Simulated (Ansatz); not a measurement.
# Be: input, output and frames of a trajectory

Level of theory: Ansatz, DFT PBEsol, scalar-relativistic, plane waves, PAW. The runs took a 420 eV cutoff, a Γ-centred 3×3×3 mesh and Fermi–Dirac smearing (0.05 eV). The mesh is coarse. No spin polarisation.

18 atoms, starting at 1.01 times the perfect crystal's volume (space group Im-3m, the cell as given, not relaxed at this level); Langevin thermostat at 450 K (friction 0.05 fs⁻¹), fixed cell; 73 steps of 3 fs. The run is short and not equilibrated. The time step is on the long side.

The calculation finished and met its thresholds.

Command:
```bash
ansatz run input.yaml --threads 4 --pin off --max-ram 5120MiB --backend cpu --events-out ev --progress --plain --runs-dir out
```

Input:
```yaml
crystal:
  lattice:
    - [0.0, -2.5145683488, -5.0291366977]
    - [5.0291366977, 0.0, -2.5145683488]
    - [2.5145683488, -5.0291366977, 0.0]
  atoms:
    - { symbol: Be, position: [0.8333333333, 0.8333333333, 0.8333333333] }
    - { symbol: Be, position: [0.8888888889, 0.2222222222, 0.5555555556] }
    - { symbol: Be, position: [0.9444444444, 0.6111111111, 0.2777777778] }
    - { symbol: Be, position: [0.6111111111, 0.2777777778, 0.9444444444] }
    - { symbol: Be, position: [0.6666666667, 0.6666666667, 0.6666666667] }
    - { symbol: Be, position: [0.7222222222, 0.0555555556, 0.3888888889] }
    - { symbol: Be, position: [0.7777777778, 0.4444444444, 0.1111111111] }
    - { symbol: Be, position: [0.4444444444, 0.1111111111, 0.7777777778] }
    - { symbol: Be, position: [0.5, 0.5, 0.5] }
    - { symbol: Be, position: [0.5555555556, 0.8888888889, 0.2222222222] }
    - { symbol: Be, position: [0.2222222222, 0.5555555556, 0.8888888889] }
    - { symbol: Be, position: [0.2777777778, 0.9444444444, 0.6111111111] }
    - { symbol: Be, position: [0.3333333333, 0.3333333333, 0.3333333333] }
    - { symbol: Be, position: [0.3888888889, 0.7222222222, 0.0555555556] }
    - { symbol: Be, position: [0.0555555556, 0.3888888889, 0.7222222222] }
    - { symbol: Be, position: [0.1111111111, 0.7777777778, 0.4444444444] }
    - { symbol: Be, position: [0.1666666667, 0.1666666667, 0.1666666667] }
    - { symbol: Be, position: [0.0, 0.0, 0.0] }
basis:
  ecutwfc: 420
kpoints:
  mp_grid: { grid: [3, 3, 3], shift: [0.0, 0.0, 0.0] }
hamiltonian:
  xc: pbesol
scf:
  occupations: { method: fermi_dirac, width: 0.05 }
  lower_state_search: "off"
  convergence: { dr2_threshold: 1.0e-07 }
output:
  forces: true
  stress: true
md:
  timestep: 3.0
  n_steps: 73
  ensemble: nvt_langevin
  temperature: 450.0
  initial_velocities: maxwell_boltzmann
  seed: 43075
  friction: 0.05
```

Output (its end):
```
...
SCF converged after 5 iterations
Free energy (F): -1623.748354 eV
Harris-Foulkes:  -1623.748354 eV  (|F-HF|=3.61e-9)
Internal energy: -1623.729872 eV  (E = F + TS)
E sigma→0 (E₀):  -1623.739113 eV
Entropy (-TS):   -0.018482 eV (-1.027 meV/atom)
Fermi energy:    8.605512 eV
--- Per-component energies (eV) ---
  E_band       = 109.237433
  E_kinetic    = 381.576658
  E_local      = 46.381223  (includes V_loc(G=0)·N_el)
  E_nonlocal   = 77.785224
  E_hartree    = 1.942911
  E_xc         = -354.627142
  E_vxc        = -376.086148  (∫ρ·V_xc dr)
  E_paw        = -1029.896851  (= ΣΔE_a)
  E_vpaw       = -24.305318  (= ΣTr[D̂ρ^β])
  E_aug_tail   = -0.000012  (compensation charges beyond the density's cutoff)
  E_ewald      = -747.063447
  E_core_change = 0.171564  (= ΣΔE_core)
  E_smearing   = -0.018482  (= −TS)
  E_closure    = -0.000000  (closes the sum)
  Σ components = -1623.748354   (vs F -1623.748354, Δ=0.00e0)
--- Forces (eV/Å), atoms counted from 1 ---
  atom   1  Be     0.51762173     0.28619584     0.27770192
  atom   2  Be    -1.43815642     0.01358256    -0.56751140
  atom   3  Be    -0.13694951    -0.35275912     0.65573277
  atom   4  Be     0.38801908    -0.90613842     0.08791753
  atom   5  Be     0.24444406    -0.39618058    -0.54332229
  atom   6  Be     0.36088885     0.20932978     0.00395502
  atom   7  Be    -0.80473218    -1.03646776    -0.50687136
  atom   8  Be    -0.72810679    -0.52277312    -0.02713537
  atom   9  Be     0.69639339     1.24509989     0.11049975
  atom  10  Be    -0.75126965     0.10259131     0.21160808
  atom  11  Be    -0.54687124     0.56025930    -0.30273378
  atom  12  Be     0.64490741    -0.30922166     0.16626423
  atom  13  Be     0.06773880    -0.18506791     1.04144694
  atom  14  Be     1.55888819     1.27915662     0.18569252
  atom  15  Be    -0.08116030     0.35220357    -0.50947519
  atom  16  Be    -0.09335173    -0.05378457    -0.16374359
  atom  17  Be     0.73779390    -1.10670046    -0.00421830
  atom  18  Be    -0.63609316     0.82066525    -0.11580998
  max |Σ_I F_I| component: 9.47e-6 eV/Å
--- Stress (GPa, compression-positive) ---
       -1.400246       1.453386       0.689916
        1.453386      -0.889968      -1.013195
        0.689916      -1.013195      -0.768819
  P = ⅓ Tr σ = -1.0197 GPa (-10.197 kbar)
--- MD trajectory: 73 steps, t = 0.0 → 219.0 fs ---
  final state: T = 381.5 K   F+E_penalty+E_count = -1623.74835415 eV   E_kin = 0.887658 eV
```

Frames along the run (Å, eV/Å; dE is the potential energy from the first frame):

```xyz
18
Lattice="0.000 -2.515 -5.029 5.029 0.000 -2.515 2.515 -5.029 0.000" Properties=species:S:1:pos:R:3:forces:R:3 pbc="T T T" time_fs=0.00 dE_eV=0.0000 T_K=425
Be    6.286   -6.286   -6.286    0.000    0.000    0.000
Be    2.515   -5.029   -5.029    0.000    0.000    0.000
Be    3.772   -3.772   -6.286    0.000    0.000    0.000
Be    3.772   -6.286   -3.772    0.000    0.000    0.000
Be    5.029   -5.029   -5.029    0.000    0.000    0.000
Be    1.257   -3.772   -3.772    0.000    0.000    0.000
Be    2.515   -2.515   -5.029    0.000    0.000    0.000
Be    2.515   -5.029   -2.515    0.000    0.000    0.000
Be    3.772   -3.772   -3.772    0.000    0.000    0.000
Be    5.029   -2.515   -5.029    0.000    0.000    0.000
Be    5.029   -5.029   -2.515    0.000    0.000    0.000
Be    6.286   -3.772   -3.772    0.000    0.000    0.000
Be    2.515   -2.515   -2.515    0.000    0.000    0.000
Be    3.772   -1.257   -3.772    0.000    0.000    0.000
Be    3.772   -3.772   -1.257    0.000    0.000    0.000
Be    5.029   -2.515   -2.515    0.000    0.000    0.000
Be    1.257   -1.257   -1.257    0.000    0.000    0.000
Be    0.000    0.000    0.000    0.000    0.000    0.000
18
Lattice="0.000 -2.515 -5.029 5.029 0.000 -2.515 2.515 -5.029 0.000" Properties=species:S:1:pos:R:3:forces:R:3 pbc="T T T" time_fs=21.00 dE_eV=0.7720 T_K=480
Be    6.259   -6.378   -6.184    0.342    0.509   -0.136
Be    2.543   -5.029   -4.968    0.004   -0.356    0.225
Be    3.779   -3.788   -6.186   -0.229    0.015   -0.847
Be    3.731   -6.264   -3.601    0.262    0.103   -0.673
Be    5.000   -5.090   -5.048    0.192    0.114    0.776
Be    1.188   -3.802   -3.807   -0.414   -0.583    0.216
Be    2.456   -2.567   -4.883    0.370    0.431   -0.306
Be    2.412   -5.020   -2.515    0.133   -0.100    0.479
Be    3.810   -3.866   -3.670   -0.203    0.532   -0.553
Be    5.055   -2.565   -4.958   -0.110    0.323    0.187
Be    5.132   -4.889   -2.543   -0.351   -1.188    0.760
Be    6.277   -3.732   -3.718    0.686   -0.436   -0.398
Be    2.370   -2.674   -2.651    0.845    0.607    1.083
Be    3.777   -1.277   -3.590   -0.678   -0.124   -1.248
Be    3.770   -3.776   -1.290   -0.246   -0.164    0.010
Be    5.060   -2.529   -2.574    0.005   -0.302    0.827
Be    1.374   -1.277   -1.226   -0.553    0.103   -0.367
Be   -0.009   -0.041    0.025   -0.053    0.516   -0.034
18
Lattice="0.000 -2.515 -5.029 5.029 0.000 -2.515 2.515 -5.029 0.000" Properties=species:S:1:pos:R:3:forces:R:3 pbc="T T T" time_fs=39.00 dE_eV=0.8577 T_K=404
Be    6.361   -6.333   -6.310   -0.470   -0.242    0.726
Be    2.499   -5.058   -4.925    0.215   -0.282   -0.421
Be    3.768   -3.889   -6.138    0.131    0.246   -0.977
Be    3.728   -6.252   -3.681    0.247   -0.692   -0.130
Be    5.079   -5.104   -4.948   -0.550   -0.309   -0.067
Be    1.172   -3.925   -3.741    0.148    0.276    0.084
Be    2.568   -2.566   -4.885   -0.661   -0.005   -0.466
Be    2.418   -5.152   -2.405    1.031    0.321   -0.506
Be    3.811   -3.778   -3.745   -0.280   -0.725    0.192
Be    4.980   -2.532   -4.885    0.619    0.099   -0.697
Be    5.071   -5.022   -2.606    0.001    0.143    1.162
Be    6.367   -3.902   -3.827   -0.320    0.557    0.738
Be    2.461   -2.720   -2.566    0.234    0.911    0.221
Be    3.681   -1.267   -3.690    0.701   -0.889    0.295
Be    3.769   -3.794   -1.196    0.212   -0.339   -0.330
Be    5.173   -2.688   -2.586   -0.758    0.686    0.432
Be    1.422   -1.343   -1.235   -0.545    0.557   -0.124
Be    0.020   -0.062    0.042    0.045   -0.313   -0.133
18
Lattice="0.000 -2.515 -5.029 5.029 0.000 -2.515 2.515 -5.029 0.000" Properties=species:S:1:pos:R:3:forces:R:3 pbc="T T T" time_fs=60.00 dE_eV=1.0433 T_K=388
Be    6.315   -6.294   -6.382   -0.086   -0.141    0.152
Be    2.519   -5.133   -5.178    0.236    0.007    0.684
Be    3.768   -3.988   -6.371    0.827    1.126    0.534
Be    3.734   -6.454   -3.668    0.122    0.607   -0.796
Be    5.047   -5.274   -4.964   -0.079    0.422    0.121
Be    1.245   -3.918   -3.733    0.211    0.360    0.171
Be    2.468   -2.552   -5.108    1.087   -0.211    0.991
Be    2.536   -5.110   -2.443   -0.203   -0.452   -0.349
Be    3.709   -3.798   -3.734    0.221   -0.078   -0.673
Be    4.986   -2.446   -5.002   -0.002   -1.152   -0.004
Be    4.981   -5.079   -2.599    0.904   -0.245   -0.244
Be    6.332   -3.917   -3.806   -0.595    0.109   -0.068
Be    2.508   -2.545   -2.421   -0.177   -1.455   -0.637
Be    3.876   -1.464   -3.580   -1.243    1.115   -0.985
Be    3.876   -3.965   -1.292   -0.646    1.206   -0.228
Be    5.129   -2.600   -2.648    0.304   -0.355    0.662
Be    1.420   -1.263   -1.352   -1.269   -0.141    0.441
Be    0.015   -0.020   -0.018    0.387   -0.723    0.227
18
Lattice="0.000 -2.515 -5.029 5.029 0.000 -2.515 2.515 -5.029 0.000" Properties=species:S:1:pos:R:3:forces:R:3 pbc="T T T" time_fs=81.00 dE_eV=0.9074 T_K=595
Be    6.277   -6.358   -6.360    0.021   -0.311   -0.394
Be    2.478   -5.050   -5.053    0.525   -0.411   -0.506
Be    3.853   -3.718   -6.261   -0.281   -0.864   -0.325
Be    3.871   -6.535   -3.802   -0.863    0.769    0.351
Be    5.048   -5.299   -4.905   -0.192    1.208   -0.952
Be    1.309   -3.918   -3.750   -0.353    0.332    0.446
Be    2.543   -2.550   -5.050   -0.175   -0.482   -0.471
Be    2.506   -5.233   -2.590    0.105    0.737    0.017
Be    3.737   -3.795   -3.814    0.327   -0.147   -0.031
Be    5.056   -2.504   -5.043   -0.379   -0.237   -0.319
Be    5.057   -5.085   -2.663   -0.327   -0.132    0.512
Be    6.172   -3.796   -3.849    1.090   -0.486    0.228
Be    2.540   -2.592   -2.448    0.170    0.060   -0.068
Be    3.783   -1.325   -3.739    0.148   -0.507    0.017
Be    3.803   -3.830   -1.354   -0.105   -0.715    0.617
Be    4.987   -2.579   -2.557    0.471    0.302   -0.031
Be    1.249   -1.298   -1.419    0.729   -0.312    0.367
Be    0.180   -0.257   -0.092   -0.911    1.196    0.544
18
Lattice="0.000 -2.515 -5.029 5.029 0.000 -2.515 2.515 -5.029 0.000" Properties=species:S:1:pos:R:3:forces:R:3 pbc="T T T" time_fs=99.00 dE_eV=0.9796 T_K=522
Be    6.273   -6.334   -6.484   -0.474   -0.327    0.230
Be    2.587   -5.063   -5.098   -0.537   -0.387    0.288
Be    3.795   -3.843   -6.278   -0.463    0.148    0.282
Be    3.837   -6.426   -3.762   -0.075   -0.062   -0.309
Be    5.135   -5.171   -4.984   -0.931   -0.129   -0.597
Be    1.267   -3.843   -3.676    0.203   -0.353   -0.667
Be    2.571   -2.615   -5.015   -0.730   -0.069   -0.928
Be    2.499   -5.230   -2.739    0.009    0.211    1.161
Be    3.710   -3.859   -3.804    0.565    0.172   -0.012
Be    4.943   -2.619   -5.134    0.336    0.447    0.502
Be    4.992   -5.091   -2.552    0.042   -0.317   -0.155
Be    6.304   -3.975   -3.860    0.521    1.022    0.696
Be    2.618   -2.547   -2.474   -0.504   -0.426    0.061
Be    3.746   -1.425   -3.808    0.173    1.129   -0.208
Be    3.713   -3.883   -1.264    0.562   -0.387   -0.068
Be    4.780   -2.458   -2.549    1.986   -1.481    0.157
Be    1.237   -1.413   -1.339   -0.278    0.481    0.005
Be    0.072   -0.195    0.060   -0.405    0.331   -0.437
18
Lattice="0.000 -2.515 -5.029 5.029 0.000 -2.515 2.515 -5.029 0.000" Properties=species:S:1:pos:R:3:forces:R:3 pbc="T T T" time_fs=120.00 dE_eV=1.3050 T_K=327
Be    6.168   -6.363   -6.366    0.167   -0.427    0.270
Be    2.629   -5.062   -5.183   -1.204   -0.487    0.914
Be    3.702   -3.826   -6.298    0.956   -0.006   -0.397
Be    3.867   -6.442   -3.780   -0.534    0.541   -0.312
Be    4.950   -5.062   -5.151    0.504   -0.381    0.760
Be    1.218   -3.938   -3.765    0.206    0.703   -0.334
Be    2.321   -2.773   -5.185    0.883    0.595    1.001
Be    2.391   -5.125   -2.652    0.419   -0.486    0.488
Be    3.659   -3.982   -3.825    0.300    0.987    0.050
Be    4.845   -2.568   -5.065    0.961   -0.466   -0.108
Be    4.961   -5.217   -2.516    0.378    0.806   -0.342
Be    6.513   -3.871   -3.682   -1.429   -0.476   -0.729
Be    2.528   -2.558   -2.499    0.251   -0.651   -0.046
Be    3.758   -1.316   -3.829   -0.269   -0.145    0.400
Be    3.747   -3.945   -1.232   -0.435    0.087   -0.762
Be    5.086   -2.717   -2.581   -1.342    0.753   -0.424
Be    1.104   -1.313   -1.406   -0.167   -0.667    0.473
Be   -0.004   -0.099    0.181    0.354   -0.278   -0.906
18
Lattice="0.000 -2.515 -5.029 5.029 0.000 -2.515 2.515 -5.029 0.000" Properties=species:S:1:pos:R:3:forces:R:3 pbc="T T T" time_fs=138.00 dE_eV=1.2053 T_K=405
Be    6.127   -6.534   -6.236    0.203    1.333   -0.724
Be    2.542   -5.216   -4.978   -0.228    0.389   -0.680
Be    3.729   -3.796   -6.342    0.185   -0.379    0.332
Be    3.840   -6.380   -3.918    0.071    0.124    1.459
Be    4.914   -4.986   -5.100    0.932   -0.486    0.178
Be    1.324   -3.932   -3.876   -0.988    0.232    0.507
Be    2.325   -2.713   -5.075    0.727    0.545   -0.701
Be    2.463   -5.073   -2.642   -0.101   -1.139    0.212
Be    3.632   -3.842   -3.883    0.138   -0.421    0.497
Be    4.863   -2.563   -5.039    1.102   -0.730    0.012
Be    5.026   -5.176   -2.488   -1.003    0.231   -0.790
Be    6.427   -3.892   -3.701   -0.807   -0.057   -0.729
Be    2.522   -2.564   -2.533   -0.073   -0.246   -0.395
Be    3.772   -1.252   -3.705   -0.324   -0.071   -1.113
Be    3.698   -3.903   -1.393    0.373    0.241    0.830
Be    4.946   -2.664   -2.700    0.164   -0.095    1.094
Be    1.158   -1.458   -1.360    0.238    0.430    0.443
Be    0.116   -0.114    0.069   -0.610    0.098   -0.432
18
Lattice="0.000 -2.515 -5.029 5.029 0.000 -2.515 2.515 -5.029 0.000" Properties=species:S:1:pos:R:3:forces:R:3 pbc="T T T" time_fs=159.00 dE_eV=1.3772 T_K=581
Be    6.182   -6.523   -6.333    0.395    1.033    0.318
Be    2.482   -5.045   -4.979    0.272   -1.215   -0.221
Be    3.835   -3.844   -6.251   -0.105   -0.109   -0.190
Be    3.768   -6.296   -3.670    0.408   -1.326   -1.949
Be    5.196   -4.945   -4.949   -1.279   -1.358   -0.880
Be    1.203   -3.853   -3.883    0.360    0.317    0.352
Be    2.517   -2.580   -5.103   -1.061   -0.742    0.463
Be    2.663   -5.157   -2.620   -2.071    0.354    1.175
Be    3.613   -3.798   -3.799    0.941   -0.306    0.004
Be    5.087   -2.718   -5.038   -0.402    0.620    0.003
Be    4.997   -5.222   -2.587    0.410    0.813    0.675
Be    6.347   -3.850   -3.805    0.701    0.465    0.702
Be    2.536   -2.492   -2.508    0.068   -0.537    0.237
Be    3.723   -1.423   -3.860    0.672    0.559    0.257
Be    3.804   -3.911   -1.297   -0.371    0.773    0.309
Be    4.921   -2.673   -2.515    0.193    0.107   -0.063
Be    1.143   -1.536   -1.137    0.191    1.305   -0.872
Be   -0.032    0.030    0.014    0.676   -0.754   -0.320
18
Lattice="0.000 -2.515 -5.029 5.029 0.000 -2.515 2.515 -5.029 0.000" Properties=species:S:1:pos:R:3:forces:R:3 pbc="T T T" time_fs=180.00 dE_eV=1.0721 T_K=462
Be    6.329   -6.290   -6.221   -0.292   -1.210   -0.254
Be    2.508   -5.058   -4.938   -0.436    0.033   -0.149
Be    3.786   -3.981   -6.170    0.282    1.210   -0.190
Be    3.729   -6.448   -3.816    0.008    0.303    0.842
Be    5.059   -5.083   -4.959   -0.092    0.113    0.196
Be    1.112   -3.781   -3.859    0.833   -0.656    1.022
Be    2.346   -2.689   -5.090    1.047    0.479    0.005
Be    2.419   -5.201   -2.429    0.471    1.097   -0.417
Be    3.665   -3.714   -3.683    0.370   -1.082   -0.318
Be    5.029   -2.752   -4.953   -0.101    1.011   -0.416
Be    5.077   -5.054   -2.473   -0.432   -0.742    0.272
Be    6.262   -3.844   -3.717    0.664    0.374    0.202
Be    2.633   -2.494   -2.412   -1.807   -0.303   -0.142
Be    3.737   -1.463   -3.829   -0.042    0.390    0.155
Be    3.717   -3.749   -1.191   -0.046   -0.674   -0.128
Be    5.037   -2.668   -2.427   -0.572    0.179   -0.558
Be    1.108   -1.348   -1.213    0.780   -0.876   -0.406
Be   -0.031   -0.117   -0.051   -0.634    0.355    0.284
18
Lattice="0.000 -2.515 -5.029 5.029 0.000 -2.515 2.515 -5.029 0.000" Properties=species:S:1:pos:R:3:forces:R:3 pbc="T T T" time_fs=198.00 dE_eV=0.9742 T_K=369
Be    6.365   -6.340   -6.117   -0.834   -0.258   -1.029
Be    2.466   -5.059   -4.970    0.433    0.111    0.095
Be    3.752   -3.856   -6.200    0.125   -0.651    0.152
Be    3.690   -6.496   -3.749   -0.019    0.888   -0.058
Be    4.964   -5.195   -4.897   -0.060    0.674   -0.139
Be    1.230   -3.932   -3.753   -0.677    0.127    0.352
Be    2.347   -2.702   -5.056    0.775    0.424    0.127
Be    2.375   -5.097   -2.345    0.374    0.045   -0.619
Be    3.691   -3.808   -3.560   -0.070   -0.703   -1.168
Be    5.037   -2.597   -5.050   -0.100   -0.896    1.001
Be    5.184   -5.128   -2.421   -1.409    0.122   -0.130
Be    6.258   -3.805   -3.633   -0.171   -0.076   -0.493
Be    2.380   -2.578   -2.441    0.513   -0.380   -0.031
Be    3.729   -1.404   -3.779   -0.629   -0.693   -0.134
Be    3.690   -3.802   -1.207   -0.241   -0.432   -0.035
Be    4.916   -2.623   -2.557    0.732    0.401    1.053
Be    1.154   -1.403   -1.292    0.355    0.219    0.402
Be   -0.152   -0.280   -0.044    0.902    1.078    0.655
18
Lattice="0.000 -2.515 -5.029 5.029 0.000 -2.515 2.515 -5.029 0.000" Properties=species:S:1:pos:R:3:forces:R:3 pbc="T T T" time_fs=219.00 dE_eV=0.9975 T_K=382
Be    6.186   -6.406   -6.233    0.518    0.286    0.278
Be    2.636   -5.090   -4.967   -1.438    0.014   -0.568
Be    3.746   -3.854   -6.326   -0.137   -0.353    0.656
Be    3.677   -6.232   -3.674    0.388   -0.906    0.088
Be    4.905   -5.085   -4.885    0.244   -0.396   -0.543
Be    1.137   -4.029   -3.709    0.361    0.209    0.004
Be    2.505   -2.630   -4.894   -0.805   -1.036   -0.507
Be    2.426   -5.105   -2.346   -0.728   -0.523   -0.027
Be    3.640   -4.007   -3.628    0.696    1.245    0.110
Be    5.062   -2.608   -5.003   -0.751    0.103    0.212
Be    5.054   -5.155   -2.424   -0.547    0.560   -0.303
Be    6.176   -3.793   -3.679    0.645   -0.309    0.166
Be    2.355   -2.657   -2.555    0.068   -0.185    1.041
Be    3.539   -1.518   -3.688    1.559    1.279    0.186
Be    3.723   -3.980   -1.099   -0.081    0.352   -0.509
Be    4.921   -2.663   -2.447   -0.093   -0.054   -0.164
Be    1.169   -1.264   -1.177    0.738   -1.107   -0.004
Be   -0.017   -0.207    0.087   -0.636    0.821   -0.116
```